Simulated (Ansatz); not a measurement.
The start is a relaxed Y2Si cell, doubled along one cell vector, shaken by Gaussian noise of σ = 0.08 Å a coordinate. The cell and all atomic positions are relaxed at zero pressure with r2SCAN (plane waves to 500 eV, PAW, scalar-relativistic; Ansatz, an electronic-structure program). First-step values are on the input's coarse k-mesh.

Ansatz input (later rounds restart from its end on a renewed k-mesh):
Ansatz 0.2 input:
```yaml
crystal:
  lattice:
    - [0, 6.8586555438, 6.8586555438]
    - [3.4293277719, 0, 3.4293277719]
    - [3.4293277719, 3.4293277719, 0]
  atoms:
    - { symbol: Si, position: [-0.009950559, -0.0034607273, 0.0288567042] }
    - { symbol: Si, position: [0.4890145215, -0.025427626, 0.0115588226] }
    - { symbol: Y, position: [0.1278421151, 0.2399213667, 0.2559126442] }
    - { symbol: Y, position: [0.622752425, 0.2379134981, 0.2581609316] }
    - { symbol: Y, position: [0.365891017, 0.7886042106, 0.7295164781] }
    - { symbol: Y, position: [0.8832808521, 0.7753284627, 0.7119869987] }
basis: { ecutwfc: 500, ecutrho_ratio: 4, xc_grid: 4, fft_grid_basis: typed }
kpoints: { mp_grid: { grid: [3, 6, 6] } }
hamiltonian:
  xc: r2scan
  dispersion: none
  pseudopotentials: { kind: paw }
scf: { occupations: { method: fermi_dirac, width: 0.05 } }
relax: { f_tol: 0.01, max_steps: 100, cell: { stress_tol: 0.02 } }
output: { forces: true, stress: true }
```

Q: By how much does the energy per atom fall from start to end?

A: 0.08 eV/atom.

Q: Does it find its way back to the structure it was made from?

A: It relaxes back to the parent, Fm-3m (No. 225).

Q: What band gap does the relaxed structure have at this level?

A: Zero (metallic).

The end point of the relaxation:

```cif
data_Si4Y8
_chemical_formula_sum 'Si4 Y8'
_space_group_name_H-M_alt 'Fm-3m'
_space_group_IT_number 225
_space_group_name_Hall '-F 4 2 3'
_cell_length_a 6.85866
_cell_length_b 6.85866
_cell_length_c 6.85866
_cell_angle_alpha 90.000
_cell_angle_beta 90.000
_cell_angle_gamma 90.000
loop_
_atom_site_label
_atom_site_type_symbol
_atom_site_symmetry_multiplicity
_atom_site_Wyckoff_symbol
_atom_site_fract_x
_atom_site_fract_y
_atom_site_fract_z
_atom_site_occupancy
Si1 Si 4 b 0.50000 0.50000 0.50000 1
Y1 Y 8 c 0.25000 0.25000 0.25000 1
```
(The calculation used a cell of 3 atoms; values per cell refer to that cell.)

Final values are on a 12×12×12 k-mesh of the relaxed cell. No spin polarisation in the result.

The relaxed structure here is a generated cell of Y2Si: the first start was made by placing the elements on the sites of a structure type, and the end was not matched to a known phase here, so it may be hypothetical.
